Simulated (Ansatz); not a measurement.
Steps from a short run of molecular dynamics on a 2×2×1 supercell (16 atoms) of Si3Sn (ordering on diamond), relaxed with r2SCAN; forces from r2SCAN in Ansatz, 2×2×2 mesh, Fermi-Dirac smearing of 0.020 eV, constant energy and volume (NVE), started at 100 K. Computed, non-magnetic; the trajectory is short and the cell small, so nothing here is a converged average. The structure comes from a prototype and may be hypothetical.

Cell vectors in Å:
```
8.0753 0.0000 0.0000
0.0000 8.0753 0.0000
0.0000 0.0000 5.7486
```

Q: At 3 fs positions (Å), velocities (Å/fs) and forces (eV/Å) are
```
Si  2.0202  0.0054  4.4431    0.0005  0.0018 -0.0032   -0.0029 -0.0241  0.1838
Si  2.0210  2.0221  0.0030    0.0007  0.0011  0.0010   -0.0477 -0.0520 -0.0329
Si -0.0005  2.0127  1.2997   -0.0002 -0.0020  0.0013   -0.0080  0.0655 -0.0790
Sn  0.0043 -0.0041  2.8723    0.0014 -0.0014 -0.0007   -0.0160 -0.0516 -0.0537
Si  2.0205  4.0342  4.4534    0.0005 -0.0011  0.0002   -0.0531  0.0503  0.0574
Si  2.0161  6.0578 -0.0012   -0.0009  0.0004 -0.0004    0.1010  0.0156 -0.0558
Si  0.0090  6.0486  1.2900    0.0029 -0.0026 -0.0019   -0.1718  0.0701 -0.0420
Sn -0.0035  4.0392  2.8739   -0.0012  0.0005 -0.0001    0.0556 -0.0539  0.0151
Si  6.0631  0.0023  4.4468    0.0022  0.0007 -0.0020   -0.0540 -0.0338  0.1246
Si  6.0549  2.0209  0.0002   -0.0005  0.0007  0.0001    0.0361 -0.0129 -0.0311
Si  4.0368  2.0180  1.2938   -0.0003 -0.0003 -0.0007    0.0190  0.0273 -0.0066
Sn  4.0387  0.0008  2.8758    0.0003  0.0003  0.0005    0.0466  0.0708  0.0027
Si  6.0530  4.0402  4.4488   -0.0011  0.0008 -0.0013    0.0178 -0.0245  0.1054
Si  6.0440  6.0533 -0.0003   -0.0041 -0.0010 -0.0001    0.1364  0.0687  0.0172
Si  4.0344  6.0650  1.3052   -0.0011  0.0028  0.0031   -0.0412 -0.1010 -0.1197
Sn  4.0367  4.0383  2.8781   -0.0003  0.0002  0.0013   -0.0179 -0.0145 -0.0851
```
Where are the atoms one step (1.5 fs) later, and what forces do they feel?

A:
```
Si  2.0209  0.0081  4.4384   -0.0044 -0.0356  0.2510
Si  2.0221  2.0237  0.0045   -0.0712 -0.0769 -0.0485
Si -0.0007  2.0097  1.3016   -0.0119  0.0978 -0.0957
Sn  0.0064 -0.0061  2.8713   -0.0242 -0.0767 -0.0797
Si  2.0213  4.0326  4.4537   -0.0789  0.0749  0.0629
Si  2.0148  6.0584 -0.0019    0.1504  0.0228 -0.0828
Si  0.0134  6.0448  1.2871   -0.2544  0.1037 -0.0383
Sn -0.0052  4.0400  2.8737    0.0826 -0.0802  0.0223
Si  6.0663  0.0034  4.4438   -0.0808 -0.0499  0.1629
Si  6.0542  2.0219  0.0003    0.0536 -0.0194 -0.0459
Si  4.0365  2.0176  1.2928    0.0285  0.0403  0.0119
Sn  4.0392  0.0013  2.8765    0.0699  0.1062  0.0046
Si  6.0513  4.0414  4.4468    0.0270 -0.0361  0.1349
Si  6.0380  6.0518 -0.0005    0.2010  0.1017  0.0244
Si  4.0327  6.0692  1.3098   -0.0603 -0.1513 -0.1571
Sn  4.0362  4.0386  2.8800   -0.0271 -0.0214 -0.1269
```
The temperature goes from 96.8 to 93.5 K.

Q: At 12 fs the positions in Å are
```
Si   2.024   0.021   4.419
Si   2.026   2.030   0.011
Si  -0.002   1.996   1.310
Sn   0.017  -0.017   2.866
Si   2.024   4.025   4.456
Si   2.011   6.062  -0.007
Si   0.031   6.027   1.272
Sn  -0.014   4.044   2.873
Si   6.081   0.008   4.432
Si   6.051   2.027   0.000
Si   4.035   2.016   1.288
Sn   4.042   0.004   2.880
Si   6.043   4.047   4.439
Si   6.011   6.046  -0.001
Si   4.023   6.088   1.330
Sn   4.034   4.040   2.889
```
What are the forces, and how far does the free energy (smearing included) lie above that of step 0, with the atoms on their sites?

A: 4.1 meV an atom; forces in eV/Å:
```
Si  -0.010  -0.086   0.528
Si  -0.172  -0.176  -0.107
Si  -0.028   0.240  -0.164
Sn  -0.070  -0.182  -0.187
Si  -0.188   0.181   0.073
Si   0.344   0.050  -0.186
Si  -0.589   0.246  -0.004
Sn   0.201  -0.194   0.053
Si  -0.197  -0.116   0.317
Si   0.126  -0.052  -0.102
Si   0.072   0.094   0.092
Sn   0.174   0.267   0.016
Si   0.074  -0.081   0.259
Si   0.459   0.237   0.050
Si  -0.122  -0.377  -0.325
Sn  -0.075  -0.052  -0.313
```

Q: At 15 fs the positions in Å are
```
Si   2.026   0.026   4.414
Si   2.027   2.032   0.013
Si  -0.003   1.992   1.312
Sn   0.021  -0.021   2.864
Si   2.024   4.024   4.458
Si   2.011   6.064  -0.009
Si   0.035   6.021   1.266
Sn  -0.017   4.045   2.872
Si   6.086   0.009   4.428
Si   6.051   2.028  -0.001
Si   4.035   2.016   1.287
Sn   4.043   0.005   2.882
Si   6.040   4.049   4.437
Si   6.002   6.045  -0.001
Si   4.019   6.093   1.337
Sn   4.033   4.041   2.892
```
What are the forces, and how far does the free energy (smearing included) lie above that of step 0, with the atoms on their sites?

A: 5.5 meV an atom; forces in eV/Å:
```
Si  -0.011  -0.103   0.598
Si  -0.200  -0.198  -0.118
Si  -0.032   0.282  -0.180
Sn  -0.091  -0.210  -0.214
Si  -0.217   0.210   0.066
Si   0.379   0.055  -0.202
Si  -0.668   0.287   0.012
Sn   0.238  -0.228   0.061
Si  -0.228  -0.134   0.354
Si   0.144  -0.064  -0.113
Si   0.085   0.109   0.114
Sn   0.205   0.315   0.020
Si   0.092  -0.089   0.292
Si   0.523   0.273   0.058
Si  -0.125  -0.443  -0.377
Sn  -0.094  -0.063  -0.371
```

Q: At 18 fs the positions in Å are
```
Si   2.027   0.030   4.410
Si   2.027   2.034   0.015
Si  -0.004   1.989   1.314
Sn   0.025  -0.026   2.861
Si   2.024   4.022   4.459
Si   2.012   6.066  -0.013
Si   0.037   6.016   1.260
Sn  -0.020   4.046   2.872
Si   6.091   0.010   4.426
Si   6.051   2.030  -0.002
Si   4.035   2.016   1.286
Sn   4.045   0.007   2.883
Si   6.038   4.051   4.436
Si   5.995   6.044   0.000
Si   4.014   6.097   1.342
Sn   4.032   4.041   2.895
```
What are the forces, and how far does the free energy (smearing included) lie above that of step 0, with the atoms on their sites?

A: 6.6 meV an atom; forces in eV/Å:
```
Si  -0.010  -0.119   0.639
Si  -0.219  -0.207  -0.119
Si  -0.035   0.312  -0.189
Sn  -0.114  -0.225  -0.230
Si  -0.236   0.230   0.052
Si   0.383   0.056  -0.200
Si  -0.709   0.317   0.024
Sn   0.266  -0.253   0.066
Si  -0.247  -0.145   0.374
Si   0.154  -0.075  -0.115
Si   0.095   0.120   0.128
Sn   0.226   0.350   0.022
Si   0.108  -0.092   0.313
Si   0.562   0.295   0.065
Si  -0.113  -0.490  -0.415
Sn  -0.111  -0.074  -0.416
```

Q: At 30 fs positions (Å), velocities (Å/fs) and forces (eV/Å) are
```
Si  2.0320  0.0438  4.4161    0.0004  0.0008  0.0017    0.0018 -0.1693  0.4977
Si  2.0212  2.0325  0.0190   -0.0009 -0.0004  0.0002   -0.1826 -0.1099 -0.0422
Si -0.0078  1.9856  1.3156   -0.0004  0.0004 -0.0002   -0.0256  0.2932 -0.1346
Sn  0.0408 -0.0455  2.8494    0.0012 -0.0018 -0.0011   -0.2079 -0.1565 -0.1647
Si  2.0144  4.0242  4.4663   -0.0012  0.0006  0.0006   -0.2023  0.2040 -0.0543
Si  2.0277  6.0749 -0.0315    0.0017  0.0008 -0.0018    0.0925  0.0169 -0.0265
Si  0.0246  6.0067  1.2370   -0.0023 -0.0001 -0.0018   -0.4893  0.3176  0.0456
Sn -0.0293  4.0484  2.8715   -0.0007  0.0001  0.0000    0.2906 -0.2570  0.0535
Si  6.1003  0.0094  4.4284    0.0003 -0.0004  0.0009   -0.1946 -0.1295  0.2767
Si  6.0550  2.0329 -0.0090    0.0006  0.0001 -0.0008    0.1083 -0.1061 -0.0398
Si  4.0380  2.0213  1.2856    0.0005  0.0007  0.0002    0.0860  0.1126  0.0997
Sn  4.0526  0.0156  2.8891    0.0008  0.0009  0.0005    0.2074  0.3277 -0.0106
Si  6.0309  4.0544  4.4424   -0.0003  0.0002  0.0011    0.1383 -0.0383  0.2690
Si  5.9844  6.0521  0.0029    0.0002  0.0012  0.0004    0.4675  0.2427  0.0829
Si  3.9931  6.0984  1.3512   -0.0018 -0.0009 -0.0002    0.0635 -0.4413 -0.3981
Sn  4.0261  4.0427  2.9039   -0.0005  0.0001  0.0005   -0.1536 -0.1067 -0.4541
```
Where are the atoms one step (1.5 fs) later, and what forces do they feel?

A:
```
Si  2.0326  0.0450  4.4188    0.0035 -0.1736  0.4497
Si  2.0198  2.0318  0.0192   -0.1667 -0.0845 -0.0260
Si -0.0085  1.9863  1.3153   -0.0229  0.2758 -0.1187
Sn  0.0426 -0.0482  2.8478   -0.2186 -0.1334 -0.1437
Si  2.0125  4.0252  4.4671   -0.1872  0.1897 -0.0706
Si  2.0303  6.0762 -0.0342    0.0328  0.0072  0.0071
Si  0.0209  6.0066  1.2343   -0.4269  0.3046  0.0496
Sn -0.0303  4.0484  2.8715    0.2841 -0.2471  0.0480
Si  6.1007  0.0088  4.4298   -0.1755 -0.1207  0.2474
Si  6.0560  2.0329 -0.0101    0.0949 -0.1075 -0.0233
Si  4.0388  2.0223  1.2860    0.0795  0.1064  0.0880
Sn  4.0537  0.0170  2.8899    0.1940  0.3071 -0.0191
Si  6.0306  4.0547  4.4442    0.1371 -0.0262  0.2500
Si  5.9848  6.0540  0.0036    0.4302  0.2215  0.0822
Si  3.9904  6.0969  1.3508    0.0957 -0.4098 -0.3770
Sn  4.0253  4.0428  2.9046   -0.1540 -0.1095 -0.4435
```
The temperature goes from 51.0 to 54.5 K.

Q: At 36 fs positions (Å), velocities (Å/fs) and forces (eV/Å) are
```
Si  2.0345  0.0476  4.4289    0.0004  0.0005  0.0025    0.0077 -0.1815  0.2788
Si  2.0147  2.0295  0.0198   -0.0012 -0.0005  0.0001   -0.1085  0.0029  0.0246
Si -0.0105  1.9895  1.3138   -0.0005  0.0009 -0.0004   -0.0138  0.2078 -0.0625
Sn  0.0477 -0.0562  2.8428    0.0011 -0.0018 -0.0011   -0.2466 -0.0479 -0.0676
Si  2.0058  4.0291  4.4692   -0.0016  0.0010  0.0004   -0.1320  0.1364 -0.1176
Si  2.0382  6.0799 -0.0420    0.0017  0.0008 -0.0017   -0.1528 -0.0271  0.1106
Si  0.0081  6.0078  1.2263   -0.0030  0.0005 -0.0017   -0.2125  0.2500  0.0711
Sn -0.0329  4.0484  2.8715   -0.0005  0.0000  0.0000    0.2536 -0.2057  0.0271
Si  6.1012  0.0065  4.4351    0.0000 -0.0006  0.0013   -0.1082 -0.0864  0.1441
Si  6.0593  2.0326 -0.0136    0.0008 -0.0002 -0.0008    0.0489 -0.1070  0.0303
Si  4.0413  2.0259  1.2875    0.0006  0.0009  0.0004    0.0544  0.0814  0.0465
Sn  4.0574  0.0215  2.8921    0.0008  0.0011  0.0005    0.1433  0.2271 -0.0487
Si  6.0301  4.0554  4.4507    0.0000  0.0002  0.0016    0.1259  0.0131  0.1797
Si  5.9881  6.0607  0.0061    0.0010  0.0016  0.0006    0.2922  0.1430  0.0727
Si  3.9830  6.0905  1.3480   -0.0015 -0.0017 -0.0009    0.1954 -0.2909 -0.2942
Sn  4.0227  4.0430  2.9062   -0.0006  0.0000  0.0003   -0.1470 -0.1152 -0.3949
```
Where are the atoms one step (1.5 fs) later, and what forces do they feel?

A:
```
Si  2.0351  0.0482  4.4328    0.0086 -0.1821  0.2157
Si  2.0128  2.0287  0.0200   -0.0864  0.0342  0.0410
Si -0.0112  1.9909  1.3131   -0.0106  0.1808 -0.0416
Sn  0.0493 -0.0589  2.8411   -0.2543 -0.0149 -0.0388
Si  2.0034  4.0306  4.4697   -0.1110  0.1161 -0.1318
Si  2.0407  6.0812 -0.0445   -0.2132 -0.0400  0.1443
Si  0.0035  6.0086  1.2238   -0.1352  0.2270  0.0821
Sn -0.0337  4.0483  2.8715    0.2403 -0.1886  0.0189
Si  6.1012  0.0055  4.4371   -0.0837 -0.0726  0.1060
Si  6.0606  2.0323 -0.0148    0.0325 -0.1051  0.0486
Si  4.0422  2.0272  1.2881    0.0445  0.0711  0.0313
Sn  4.0587  0.0231  2.8929    0.1238  0.1957 -0.0595
Si  6.0301  4.0557  4.4531    0.1198  0.0264  0.1528
Si  5.9897  6.0631  0.0070    0.2392  0.1129  0.0668
Si  3.9808  6.0879  1.3466    0.2278 -0.2449 -0.2615
Sn  4.0218  4.0430  2.9066   -0.1419 -0.1160 -0.3739
```
The temperature goes from 63.9 to 66.0 K.
